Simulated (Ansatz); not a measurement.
Relaxed ZrC (rock salt):

```
ZrC
1.0
    0.00000     4.70874     4.70874
    2.35437     0.00000     2.35437
    2.35437     2.35437     0.00000
C Zr
2 2
Direct
  0.00000   0.00000   0.00000
  0.50000   0.00000   0.00000
  0.25000   0.50000   0.50000
  0.75000   0.50000   0.50000
```

In each cell atom 4 (Zr, nearest neighbour C at 2.354 Å; its periodic images, 3.3 Å or more away, move with it) moves by s·(0.000, -1.000, 0.000) (towards the nearest neighbour), the rest being held.

Method: PBE (plane waves to 420 eV, PAW, scalar-relativistic; Ansatz, a first-principles code). k mesh 7×14×14 (Γ-centred), Fermi-Dirac smearing 0.05 eV. The energy includes the smearing's −TS. With partly filled bands, energies and forces of such displacements shift with the k mesh and the smearing. ZrC is run without spin polarisation. ZrC was relaxed with its symmetry unable to fall. ΔE is measured from the undisplaced structure.

Successive frames, forces in eV/Å:

```json
[
 {"frame": "s = -0.240 Å", "ΔE (meV/cell)": "394", "F on C1": "(-0.004, 1.613, 0.004)", "F on C2": "(-0.013, 0.409, 0.013)", "F on Zr3": "(-0.953, 1.465, 0.953)", "F on Zr4": "(0.970, -3.487, -0.970)"},
 {"frame": "s = -0.192 Å", "ΔE (meV/cell)": "246", "F on C1": "(-0.001, 1.130, 0.001)", "F on C2": "(-0.009, 0.378, 0.009)", "F on Zr3": "(-0.762, 1.164, 0.762)", "F on Zr4": "(0.772, -2.672, -0.772)"},
 {"frame": "s = -0.144 Å", "ΔE (meV/cell)": "136", "F on C1": "(0.000, 0.740, 0.000)", "F on C2": "(-0.005, 0.326, 0.005)", "F on Zr3": "(-0.572, 0.869, 0.572)", "F on Zr4": "(0.577, -1.935, -0.577)"},
 {"frame": "s = -0.096 Å", "ΔE (meV/cell)": "60", "F on C1": "(0.000, 0.431, 0.000)", "F on C2": "(-0.002, 0.250, 0.002)", "F on Zr3": "(-0.382, 0.576, 0.382)", "F on Zr4": "(0.384, -1.257, -0.384)"}
]
```

Question: What are the energy and the forces in the next frame, s = -0.048 Å?

Answer: ΔE (meV/cell) = 15.

```tsv
atom	Fx	Fy	Fz
C1	0.000	0.190	0.000
C2	0.000	0.145	0.000
Zr3	-0.191	0.285	0.191
Zr4	0.191	-0.620	-0.191
```

(For displaced atoms, the force is minus the slope of the energy, and its curvature is a force constant, which sets phonon frequencies.)
